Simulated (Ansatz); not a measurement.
AgI:
```xyz
8
Lattice="4.4362 0.0000 0.0000 -2.2181 3.8418 0.0000 0.0000 0.0000 14.6121" Properties=species:S:1:pos:R:3 pbc="T T T"
Ag     0.0000     0.0000     4.6977
Ag     0.0000     0.0000    12.0037
Ag     2.2181     1.2806     6.2650
Ag     0.0000     2.5612    13.5711
I      0.0000     0.0000     0.2679
I      0.0000     0.0000     7.5739
I      2.2181     1.2806     3.3815
I      0.0000     2.5612    10.6875
```

Relaxed with PBE+D3(BJ). Special points in fractions of this cell's reciprocal vectors: Γ (0.000, 0.000, 0.000); M (0.500, 0.000, 0.000); K (0.333, 0.333, 0.000); A (0.000, 0.000, 0.500); L (0.500, 0.000, 0.500); H (0.333, 0.333, 0.500).

List the band energies nearest the valence-band maximum at these points for DFT-PBE+D3(BJ) with spin–orbit coupling in the program Ansatz with PAW potentials.

In eV from the valence-band maximum; about four levels below and three above (degenerate sets whole), none deeper than 8.9 eV; points with the same levels are listed once.

```
k                    below                above
-  -----------------------  -------------------
Γ    -0.20 -0.20 0.00 0.00  1.16 1.16 2.68 2.68
M  -0.84 -0.84 -0.42 -0.42  2.31 2.31 2.65 2.65
K  -1.06 -1.03 -1.03 -0.96  3.17 3.17 3.45 3.45
A  -0.10 -0.10 -0.10 -0.10  1.87 1.87 1.87 1.87
L  -0.61 -0.61 -0.61 -0.61  2.74 2.74 2.74 2.74
H  -0.94 -0.94 -0.91 -0.91  3.19 3.19 3.28 3.28
```

Space group P6_3mc. The first step of the workflow began from a Materials Project structure, measured or hypothetical. Its sites differ from those of the usual phase in this space group: another stacking or structure type. Symmetry was held in the PBE+D3(BJ) relaxation; whether a distortion lowers the energy is not shown. The run is not spin-polarised.

Potentials: the earlier of the program's two PAW sets.
